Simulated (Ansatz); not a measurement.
AlP (zinc blende, F-43m), a = b = c = 5.5078 Å, α = β = γ = 90.00°; the cell used has 2 atoms.

Relaxed with PBE.

Q: Decompose the optical modes at the zone centre into irreducible representations, and say which are infrared and Raman allowed.

A: Point group -43m: Γ_opt = T2. Infrared: T2. Raman: T2.

Q: Assign frequencies (DFPT, PBE (plane waves, PAW; program Ansatz); without the LO–TO term).

A: T2 427 cm⁻¹.

The PBE relaxation kept the symmetry of its start; phonons on a q-mesh show no instability.

Potentials: the later of the program's two PAW sets.
